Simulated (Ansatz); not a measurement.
## Relaxing a structure of Ge

The start is a relaxed Ge cell displaced along its unstable phonon at q = (½, 0, ½) of its primitive reciprocal cell (52i cm⁻¹), largest move 0.15 Å. A full variable-cell relaxation at zero pressure is run with PBEsol (plane waves to 420 eV, PAW, scalar-relativistic; Ansatz, a program for electronic structure). The first steps use a coarse 13×13×13 k-mesh.

Input geometry:
```yaml
crystal:
  lattice:
    - [5.67777, 0.00000, 0.00000]
    - [-1.41944, 2.45855, 0.00000]
    - [2.83889, 0.00000, 2.63374]
  atoms:
    - { symbol: Ge, position: [0.75000, 0.94716, 0.50000] }
    - { symbol: Ge, position: [0.25000, 0.05284, 0.50000] }
```

Question: Which atoms feel the largest initial force, and how large is it?

Answer: 0.06 eV/Å, on Ge1, Ge2 (atoms numbered as listed).

Question: How much energy is released per atom?

Answer: 0.01 eV/atom.

Question: Is the parent structure recovered?

Answer: It does not go back: it reaches I4₁/amd (No. 141), AFLOW prototype A_tI4_141_a (A5, as in Sn), 0.02 eV/atom below the parent.

Final values are on a 19×19×19 k-mesh of the relaxed cell. No spin polarisation in the result.

The run could not lose the symmetry of its start.

Of the parent cell (P6/mmm (No. 191)): it is a generated cell of Ge: the first start was made by placing the elements on the sites of a structure type, and the end was not matched to a known phase here, so it may be hypothetical. Known forms of Ge include space group No. 227.

The relaxed structure has the type that Ge is known to take under pressure; here it was relaxed at zero pressure, from a generated start.
